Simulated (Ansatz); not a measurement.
NaCl:
```
CELL_PARAMETERS angstrom
      0.00000     2.73214     2.73214
      2.73214     0.00000     2.73214
      2.73214     2.73214     0.00000
ATOMIC_POSITIONS crystal
  Na 0.00000 0.00000 0.00000
  Cl 0.50000 0.50000 0.50000
```

Relaxed with LDA.

Q: Give the optical modes at the zone centre with their infrared and Raman activity from DFPT, LDA (plane waves, PAW; program Ansatz).

A: Transverse frequencies, without the LO–TO term; a row sums one degenerate level.

| ω (cm⁻¹) | degeneracy | IR ((D/Å)²/amu) | Raman (Å⁴/amu) | activity | symmetry |
|---|---|---|---|---|---|
| 188 | 3 | 5.70 | 0 | IR | T1u |

Q: How high does the top mode go among those that the LO–TO term moves?

A: 270 cm⁻¹ for q along x.

Space group Fm-3m (rock salt). The cell was relaxed with LDA under the symmetry of its start; phonons on a q-mesh show no instability.

Potentials: the earlier of the program's two PAW sets.
